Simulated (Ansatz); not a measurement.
KNdTe2:
```
KNdTe2
1.0
    2.28218     1.31762     8.04133
   -2.28218     1.31762     8.04133
    0.00000    -2.63523     8.04133
Nd Te K
1 2 1
Direct
  0.00000   0.00000   0.00000
  0.26234   0.26234   0.26234
  0.73766   0.73766   0.73766
  0.50000   0.50000   0.50000
```
The run is spin-polarised; directions of the spins, atom by atom: ↑ 0 0 0.

Relaxed with PBEsol.

Give the Bader charges and basin volumes of the independent atoms, PBEsol in the plane-wave PAW code Ansatz.



```
atom  Bader charge (e)  Bader volume (Å³)
----  ----------------  -----------------
Nd1              +1.52               21.9
Te2              -1.15               50.2
K4               +0.77               22.8
```

Space group R-3m. The workflow started from an entry of the Crystallography Open Database (COD). Its standing as an ambient phase is unchecked. The cell was relaxed with PBEsol under the symmetry of its start; its stability against distortions is not shown here. Spin order of the final state: ferromagnetic, the only order run, not a proven ground state. The cell computed holds one magnetic atom, so no antiferromagnetic order was within reach. Caveat: open 4f shells can settle in a state that is not the lowest. No Hubbard U is applied. Spin–orbit coupling is left out wherever it is not named.

Potentials: the later of the program's two PAW sets.
